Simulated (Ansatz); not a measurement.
## Si2SnO6: ¹⁷O NMR of the central transition

Cell: a Materials Project structure (computed, not necessarily an observed phase), atoms as given.

```cif
data_Si2SnO6
_symmetry_space_group_name_H-M 'C2/c'
_symmetry_Int_Tables_number 15
_cell_length_a 9.7007
_cell_length_b 8.9322
_cell_length_c 5.3562
_cell_angle_alpha 90.000
_cell_angle_beta 109.499
_cell_angle_gamma 90.000
loop_
_atom_site_label
_atom_site_type_symbol
_atom_site_symmetry_multiplicity
_atom_site_Wyckoff_symbol
_atom_site_fract_x
_atom_site_fract_y
_atom_site_fract_z
Si Si 8 f 0.3019 0.0836 0.2604
Sn Sn 4 e 0.5000 0.3916 0.2500
O7 O 8 f 0.3567 0.0074 0.0360
O11 O 8 f 0.3526 0.2545 0.3026
O15 O 8 f 0.1196 0.9314 0.6459
```

One atom of each set is listed; the run and its k-mesh use a cell of 18 atoms with edges of 6.59, 6.59, 5.36 Å.

Method: Kohn–Sham DFT in Ansatz, PBE, plane waves and PAW, with spin–orbit coupling, 420 eV cutoff, Γ-centred 3×3×4 k-points, Fermi–Dirac smearing 0.02 eV.

¹⁷O has I = 5/2 and Q = -25.58 mb (Pyykkö 2018); at 16.4 T its Larmor frequency is ν₀ = 94.7 MHz. Only the quadrupole interaction is simulated: positions count from each site's isotropic chemical shift, and J coupling is left out, as are shift anisotropy and dipolar coupling, which fast spinning averages.

Task: What does the ¹⁷O spectrum (fast magic-angle spinning) show for each site?

Result: 

| site | first shell | C_Q (MHz) | η | P_Q (MHz) | δ_QIS (ppm) | breadth (kHz) |
| --- | --- | --- | --- | --- | --- | --- |
| O7 | 2 Si at 1.61–1.62 Å, angle 143° | -5.85 | 0.21 | 5.89 | -23.2 | 4.97 |
| O11 | 1 Si at 1.60 Å, 1 Sn at 1.97 Å, angle 141° | -6.27 | 0.28 | 6.36 | -27.0 | 5.86 |
| O15 | 1 Si at 1.67 Å, 2 Sn at 2.08–2.14 Å | 5.60 | 0.25 | 5.66 | -21.4 | 4.63 |

δ_QIS = −(ν_Q²/30ν₀²)[I(I+1) − 3/4](1 + η²/3) × 10⁶ ppm with ν_Q = 3|C_Q|/[2I(2I−1)]; it falls as 1/B₀² in ppm, and the breadth as 1/B₀ in kHz.

At O7 and O11 V_zz runs parallel to the line that joins its two neighbours (within 7°) in each case. At O15 V_zz stands upright on the plane through its three neighbours (within 3°).

At this cell the PBE pressure is 6 GPa, so with PBE the cell would grow if it were relaxed. The entry's cell may itself be off. The largest force is 0.3 eV/Å, so the atoms aren't at the calculated equilibrium and relaxing them would move these values.
